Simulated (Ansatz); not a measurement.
Elements on the sites of an ideal fcc lattice, at a guessed lattice constant:

```
V Fe Ni Cu Pd
1.0
    -3.67911    3.67911   -3.67911
     3.67911    3.67911    3.67911
     3.67911   -3.67911   -3.67911
V Fe Ni Cu Pd
3 1 6 3 3
Direct
  0.75000 0.50000 0.75000
  0.00000 0.50000 0.50000
  0.75000 0.75000 0.50000
  0.50000 0.00000 0.50000
  0.25000 0.00000 0.75000
  0.00000 0.25000 0.75000
  0.50000 0.75000 0.75000
  0.00000 0.00000 0.00000
  0.25000 0.50000 0.25000
  0.25000 0.75000 0.00000
  0.00000 0.75000 0.25000
  0.75000 0.25000 0.00000
  0.50000 0.50000 0.00000
  0.25000 0.25000 0.50000
  0.75000 0.00000 0.25000
  0.50000 0.25000 0.25000
```

Cell and atoms were relaxed without symmetry on coarser meshes and computed once more. Method: DFT PBE, scalar-relativistic, plane waves, PAW in Ansatz 0.2.0.

Cutoff 420 eV; k points 4×4×5 on the computed 16-atom cell (Γ-centred); Gaussian smearing, width 0.10 eV; collinear spin from starting moments -0.67 0.3 -0.63 2.99 0.15 0.15 0 0 0.26 0.13 0 0 0 0 0 0 μB.

The relaxation ran on 3×3×3 k points with a smearing of 0.1 eV, from sites shaken by 0.02 Å.

What does the relaxation give?

A volume of 12.47 Å³/atom and no gap on the mesh. The atoms leave their sites by 0.08 Å (root mean square) and 0.11 Å at most, and the cell stretches by up to 0.5 % at fixed volume. One magnetic start was tried.

```xyz
16
Lattice="-3.6885 3.6716 -3.6868 3.6872 3.6575 3.6740 3.7002 -3.6588 -3.6856" Properties=species:S:1:pos:R:3 pbc="T T T"
V     1.9040    1.8993   -3.7184
V     3.7299    0.0486   -0.0890
V     1.9465    3.6759   -1.8736
Fe    3.6566    3.5987   -0.0622
Ni    5.4886    1.7543   -0.0070
Ni    0.0784    1.8237   -5.4957
Ni    3.6991    1.8576   -1.8269
Ni    3.6111    3.6897   -3.6514
Ni    1.8933    1.8540    0.0354
Ni    5.5526   -0.0359   -1.7691
Cu    3.6693    1.8147    1.8116
Cu    1.8124    0.0360   -5.5156
Cu    3.7236   -0.0366   -3.6408
Pd    1.8799    0.0052   -1.8947
Pd    1.8135    5.4616   -0.0010
Pd    0.0050    1.8809   -1.8101
```

The k mesh is coarse.

Cost: 2 runs of about 70 core-minutes in all (earlier runs that led there not counted), on Arm Neoverse V2 (shared hosts).